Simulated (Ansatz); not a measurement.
Nb:
```yaml
crystal:
  lattice:
    - [-1.62380, 1.62380, 1.62380]
    - [1.62380, -1.62380, 1.62380]
    - [1.62380, 1.62380, -1.62380]
  atoms:
    - { symbol: Nb, position: [0.00000, 0.00000, 0.00000] }
```

Relaxed with LDA. Special points in fractions of this cell's reciprocal vectors: Γ (0.000, 0.000, 0.000); H (0.500, -0.500, 0.500); N (0.000, 0.000, 0.500); P (0.250, 0.250, 0.250).

Task: List the band energies nearest the Fermi level at these points for LDA (plane waves, PAW; program Ansatz).

Result: In eV from the Fermi level; about four levels below and three above (degenerate sets whole), none deeper than 8.9 eV; … stands for higher levels left out; points with the same levels are listed once.

```
k              below           above
-  -----------------  --------------
Γ              -6.00  0.33 0.33 0.33
H        -4.04 -4.04               …
N        -3.94 -1.83     2.60 3.47 …
P  -1.11 -1.11 -1.11               …
```

Space group Im-3m (bcc (W type)). The LDA relaxation kept the symmetry of its start. The run is not spin-polarised. Spin–orbit coupling is left out wherever it is not named.

Potentials: the earlier of the program's two PAW sets.
